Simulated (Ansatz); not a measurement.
SnF4: stationary points along a deformation path

All numbers below come from Ansatz, DFT r2SCAN, scalar-relativistic, plane waves, PAW. Settings: plane waves to 500 eV, k-mesh 10×10×10 (Γ-centred), Gaussian smearing 0.05 eV. No spin polarisation. Energies are free energies at this smearing, counted from the undisturbed cell; pressure is positive in compression.

The starting cell (as given, not relaxed at this level; it stands at 2.1 GPa, and it needn't be the usual structure):

```
CELL_PARAMETERS angstrom
-2.02500 2.02500 3.96500
2.02500 -2.02500 3.96500
2.02500 2.02500 -3.96500
ATOMIC_POSITIONS crystal
Sn 0.00000 0.00000 0.00000
F 0.23700 0.23700 0.00000
F 0.76300 0.76300 0.00000
F 0.50000 0.00000 0.50000
F 0.00000 0.50000 0.50000
```

The cell holds layers and no dispersion correction was added, so their binding is poorly described.

At fixed volume and fractional coordinates, lengths along (0.000, 0.000, 1.000) are scaled against those across it; ρ is that ratio over its starting value. V = 13.007 Å³/atom. Δσ is the stress along the axis less the mean stress across it (compression positive).

| ρ | ΔE (meV/atom) | Δσ (GPa) | space group |
| --- | --- | --- | --- |
| 0.800 | 659.6 | 122.75 | I4/mmm |
| 0.850 | 327.7 | 80.89 | I4/mmm |
| 0.920 | 79.3 | 36.82 | I4/mmm |
| 0.960 | 17.9 | 16.87 | I4/mmm |
| 1.000 | 0.0 | -0.43 | I4/mmm |
| 1.050 | 26.4 | -19.31 | I4/mmm |
| 1.100 | 96.3 | -36.00 | I4/mmm |
| 1.200 | 335.3 | -65.19 | I4/mmm |
| 1.300 | 674.1 | -91.23 | I4/mmm |

How does the stress give the slope of the energy, and where is the energy stationary?

Along the path d ln(length) is 2/3 d ln ρ on the axis and −1/3 d ln ρ across it, so dE/d ln ρ = −(2/3) V Δσ: the energy falls with ρ where Δσ is positive. Δσ vanishes or changes sign between ρ = 0.960 and 1.000, a minimum (near 1.00 by linear interpolation). Pairs of stationary points between two samples would go unseen, and could change a minimum read from distant neighbours into a maximum.

Integrate that slope from ρ = 1 to 0.850 by the trapezoid rule.

With V/N in Å³ and 1 eV/Å³ = 160.2 GPa the slopes at ρ = 1.000, 0.960, 0.920, 0.850 are 23, -913, -1993, -4378 meV/atom per unit of ln ρ. The steps add 18.2 + 61.8 + 252.1 = 332.1 meV/atom, against 327.7 from the energies; the trapezoid rule misses the curvature of the slope within each step.

Forces appear on the atoms along this scan, and letting them relax would lower the energy and soften the response.

Cost: 9 runs of about 4.6 core-minutes in all, on Arm Neoverse V1 (shared hosts).